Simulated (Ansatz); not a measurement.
Relaxed-ion elastic tensor of Pd (fcc (Cu type), space group No. 225) in GPa (Voigt order), DFT-r²SCAN+D4 in the program Ansatz with PAW potentials; density 11.95 g/cm³, 14.79 Å³ per atom.

```
 226   175   175   0.0   0.0   0.0
 175   226   175   0.0   0.0   0.0
 175   175   226   0.0   0.0   0.0
 0.0   0.0   0.0  76.9   0.0   0.0
 0.0   0.0   0.0   0.0  76.9   0.0
 0.0   0.0   0.0   0.0   0.0  76.9
```

### Question
Is the crystal mechanically stable?

### Answer
Yes: the smallest eigenvalue of C is 50.8 GPa.

### Question
Work out the Voigt, Reuss and Hill averages.

### Answer
K_V = 192, K_R = 192, K_H = 192; G_V = 56.3, G_R = 42.5, G_H = 49.4 GPa.

### Question
Give Young's modulus, Poisson's ratio, Pugh's ratio and the universal anisotropy index.

### Answer
E = 9KG/(3K + G) = 136 GPa; ν = 0.38; K/G = 3.88 (ductile by the Pugh limit of 1.75); A_U = 5G_V/G_R + K_V/K_R − 6 = 1.63.

### Question
Estimate the sound speeds and the Debye temperature.

### Answer
v_l = √((K + 4G/3)/ρ) = 4640 m/s, v_t = √(G/ρ) = 2030 m/s, mean 2300 m/s; Θ = (h/k)(3n/4πV)^(1/3) v_m = 278 K.

### Question
Give the Zener ratio and Young's modulus along [100], [110] and [111].

### Answer
A = 2C44/(C11 − C12) = 3.02; 1/E = S11 − 2(S11 − S12 − S44/2)Γ with Γ = 0, 1/4, 1/3 gives 73.0, 141, 203 GPa.

Space group Fm-3m (fcc (Cu type)). Symmetry was held in the r²SCAN+D4 relaxation. The run is not spin-polarised. The pairwise dispersion correction was not fitted to metals. As this level gives no gap, shear constants depend on the k-mesh and smearing (Fermi–Dirac, 0.1 eV here). On the denser mesh and wider smearing of the elastic run this cell carries a stress of 0.4 GPa.

Potentials: the later of the program's two PAW sets.
